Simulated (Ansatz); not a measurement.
Ge₂Sb₂Te₅:
Space group P-3m1 (No. 164); a = b = 4.1771 Å, c = 16.8821 Å, α = β = 90.00°, γ = 120.00°

```json
[
 {"atom": "Ge", "site": "2c", "symmetry": "3m.", "x": "0.0000", "y": "0.0000", "z": "0.3391"},
 {"atom": "Sb", "site": "2d", "symmetry": "3m.", "x": "0.3333", "y": "0.6667", "z": "0.1173"},
 {"atom": "Te", "site": "1a", "symmetry": "-3m.", "x": "0.0000", "y": "0.0000", "z": "0.0000"},
 {"atom": "Te", "site": "2d", "symmetry": "3m.", "x": "0.6667", "y": "0.3333", "z": "0.2204"},
 {"atom": "Te", "site": "2d", "symmetry": "3m.", "x": "0.3333", "y": "0.6667", "z": "0.4222"}
]
```

Relaxed with LDA.

### Question
Which orbitals make up the states near the Fermi level in DFT-LDA in the program Ansatz with PAW potentials?

### Answer
Within 0.5 eV of the Fermi level: Sb 5p 37 %, Te 5p 36 %, Ge 4p 13 %, Te 5s 6 %. Projections are on Löwdin-orthogonalised atomic valence shells; empty p or d shells of many metals are not among them.

### Question
Tabulate the density of states.

### Answer
States/eV per cell of 9 atoms, in 0.25 eV bins, energy from the Fermi level.

| E (eV) | total | Te 5p | Sb 5p | Ge 4p |
|---|---|---|---|---|
| -7.85 | 1.59 | 0.34 | 0.02 | 0.02 |
| -7.60 | 1.36 | 0.29 | 0.02 | 0.02 |
| -7.35 | 1.26 | 0.28 | 0.02 | 0.02 |
| -7.10 | 0.99 | 0.22 | 0.02 | 0.01 |
| -6.85 | 0.56 | 0.10 | 0.01 | 0.01 |
| -6.60 | 0.37 | 0.06 | 0.01 | 0.01 |
| -6.35 | 0.77 | 0.29 | 0.18 | 0.04 |
| -6.10 | 1.80 | 0.89 | 0.62 | 0.12 |
| -5.85 | 1.93 | 1.02 | 0.71 | 0.15 |
| -5.60 | 1.71 | 0.92 | 0.56 | 0.17 |
| -5.35 | 4.10 | 2.25 | 1.06 | 0.62 |
| -5.10 | 3.84 | 2.14 | 1.00 | 0.55 |
| -4.85 | 4.01 | 2.25 | 1.05 | 0.55 |
| -4.60 | 5.60 | 3.25 | 1.30 | 0.79 |
| -4.35 | 5.93 | 3.50 | 1.30 | 0.83 |
| -4.10 | 6.53 | 3.91 | 1.44 | 0.86 |
| -3.85 | 6.77 | 4.09 | 1.39 | 0.93 |
| -3.60 | 6.38 | 3.85 | 1.24 | 0.92 |
| -3.35 | 6.51 | 4.00 | 1.13 | 0.96 |
| -3.10 | 7.10 | 4.40 | 1.14 | 1.08 |
| -2.85 | 6.69 | 4.11 | 1.04 | 1.06 |
| -2.60 | 6.52 | 3.97 | 1.00 | 1.04 |
| -2.35 | 5.97 | 3.78 | 0.78 | 0.95 |
| -2.10 | 6.15 | 4.09 | 0.66 | 0.89 |
| -1.85 | 6.08 | 4.29 | 0.52 | 0.75 |
| -1.60 | 5.50 | 3.86 | 0.44 | 0.62 |
| -1.35 | 5.60 | 3.92 | 0.40 | 0.49 |
| -1.10 | 5.31 | 3.60 | 0.35 | 0.46 |
| -0.85 | 4.83 | 3.12 | 0.34 | 0.52 |
| -0.60 | 2.98 | 1.80 | 0.26 | 0.37 |
| -0.35 | 1.25 | 0.62 | 0.21 | 0.22 |
| -0.10 | 0.60 | 0.19 | 0.20 | 0.12 |
| 0.15 | 1.67 | 0.51 | 0.75 | 0.19 |
| 0.40 | 6.11 | 2.02 | 2.57 | 0.72 |
| 0.65 | 8.50 | 3.17 | 3.41 | 0.82 |
| 0.90 | 6.05 | 2.47 | 2.29 | 0.55 |
| 1.15 | 3.27 | 1.34 | 1.18 | 0.36 |
| 1.40 | 1.90 | 0.59 | 0.56 | 0.52 |
| 1.65 | 4.55 | 1.42 | 1.07 | 1.34 |
| 1.90 | 5.20 | 1.60 | 1.10 | 1.55 |
| 2.15 | 7.24 | 2.25 | 1.49 | 2.16 |
| 2.40 | 7.39 | 2.24 | 1.40 | 2.05 |
| 2.65 | 6.94 | 2.09 | 1.28 | 1.83 |
| 2.90 | 6.08 | 1.84 | 0.99 | 1.71 |
| 3.15 | 6.22 | 1.77 | 0.81 | 1.80 |
| 3.40 | 6.47 | 1.85 | 0.86 | 1.84 |
| 3.65 | 5.67 | 1.60 | 0.64 | 1.56 |
| 3.90 | 6.51 | 1.70 | 0.68 | 1.58 |
| 4.15 | 6.13 | 1.59 | 0.69 | 1.37 |
| 4.40 | 6.87 | 1.50 | 0.64 | 1.22 |
| 4.65 | 5.34 | 1.17 | 0.48 | 0.94 |

Symmetry was held in the LDA relaxation. A crystal of weakly bound layers computed without a dispersion correction: the cell and the soft elastic constants depend strongly on that. A small band overlap can be real or an error of a semilocal functional. Scalar-relativistic: spin–orbit coupling is off unless named, which matters more the heavier the elements.

Potentials: the later of the program's two PAW sets.
